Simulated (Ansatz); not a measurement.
A crystal relaxed with r2SCAN in the plane-wave code Ansatz has space group R-3m:H (No. 166) and a = 5.756 Å, c = 19.718 Å.

| atom | site | x | y | z |
| --- | --- | --- | --- | --- |
| Rb | 6c | 0.0000 | 0.0000 | 0.8033 |
| Cd | 3a | 0.0000 | 0.0000 | 0.0000 |
| Se | 6c | 0.6667 | 0.3333 | 0.9602 |
| Xx | 18h | 0.8213 | 0.1787 | 0.9237 |

With r2SCAN the valence top lies at k = (0, 1/3, -0.354) and the conduction bottom at Γ, 4.46 eV higher; the smallest vertical gap, at Γ, is 4.77 eV. HSE06 gives an indirect gap of 5.44 eV, from k = (0, 1/3, -0.354) to Γ; the least direct gap is 5.79 eV at k = (0, 1/3, -0.354). With PBE0 the valence top lies at S₀ and the conduction bottom at Γ, 6.20 eV higher; the smallest vertical gap, at k = (0, 1/3, -0.354), is 6.55 eV. Meshes: r2SCAN 6×6×6, HSE06 4×4×4, PBE0 4×4×4. r2SCAN's ε∞ is 3.2 along x and y, 2.7 along z.

Q: Which element is Xx?
A. S
B. O
C. Te

A: B. Xx is O: an 11-atom cell of Rb2CdSe2O6 from a published structure. Rb has 9 O at 2.97–3.12 Å; Cd has 6 O at 2.33 Å; Se has 3 O at 1.70 Å; O has 1 Se at 1.70 Å and 1 Cd at 2.33 Å and 3 Rb at 2.97–3.12 Å.

No spin polarisation; the structure comes from an open crystallographic database, the properties from the calculation.

Spin-orbit coupling is left out.

Where an edge lies off the special points, it is a point of the mesh or the k point where a search put PBE's edge or least direct gap, reused for the other functionals, whose own edges may lie a little apart.

Coordinates of k points refer to the reciprocal vectors of the primitive cell of the runs.

For a response run the program warns that the ground state's bands aren't all converged, so ε∞ carries an extra error.
